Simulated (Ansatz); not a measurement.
Here is the system:

GeBCN:
```
CELL_PARAMETERS angstrom
      1.46234     0.84428     4.78833
     -1.46234     0.84428     4.78833
      0.00000    -1.68856     4.78833
ATOMIC_POSITIONS crystal
  B  0.00278 0.00278 0.00278
  N  0.88720 0.88720 0.88720
  Ge 0.49578 0.49578 0.49578
  C  0.36421 0.36421 0.36421
```

This is the r²SCAN-relaxed structure. Cartesian axes are those of the cell as given.

Q: All from DFT-r²SCAN in the program Ansatz with PAW potentials, unless another level is named. Predict the hole effective mass, band 1 of 2 at the edge.

A: 0.61 along x, 1.9 along z (mₑ).

Q: And the valence-band maximum?

A: at Γ.

Q: Predict the conduction-band minimum.

A: at F (3 equivalent valleys).

Space group R3m. The start of the workflow was typed in or built on a structure type; neither database checked (COD, Materials Project) lists it. Its standing as an ambient phase is unchecked. The cell was relaxed with r²SCAN under the symmetry of its start; whether a distortion lowers the energy is not shown. The volume moved by -16 % from the start of the relaxation. Scalar-relativistic: spin–orbit coupling is off unless named, which matters more the heavier the elements.

Potentials: the earlier of the program's two PAW sets.

Edges and masses are those of Kohn–Sham bands, whose gap is no quasiparticle gap.
